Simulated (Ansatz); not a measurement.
CuI in space group R-3m (No. 166; Cu on 6c, I on 3a, I on 3b) at seven volumes, DFT-PBEsol in the program Ansatz with PAW potentials, shape and atoms relaxed at each. One row is withheld.

| V (Å³/atom) | P (GPa) |
|---|---|
| 24.815 | 5.19 |
| 25.633 | ? |
| 26.451 | 1.41 |
| 27.270 | 0.00 |
| 28.088 | -1.16 |
| 28.906 | -2.11 |
| 29.724 | -2.88 |

Q: Fit the shown pressures and predict the withheld one.

A: Third-order Birch–Murnaghan: P = (3/2)B₀(x^(7/2) − x^(5/2))[1 + (3/4)(B′ − 4)(x − 1)] with x = (V₀/V)^(2/3). Least squares on the six rows gives V₀ = 27.269 Å³/atom, B₀ = 42.44 GPa, B′ = 5.51. At V = 25.633, x = 1.0421 and P = 3.11 GPa. The run itself gave 3.12 GPa.

The workflow started from a Materials Project entry (that database holds measured and hypothetical structures alike); the Crystallography Open Database copy checked does not list it. It is not the phase usual at ambient conditions (space group No. 216). The cell was relaxed with PBEsol under the symmetry of its start; whether a distortion lowers the energy is not shown. The run is not spin-polarised. Spin–orbit coupling is left out wherever it is not named.

Potentials: the later of the program's two PAW sets.
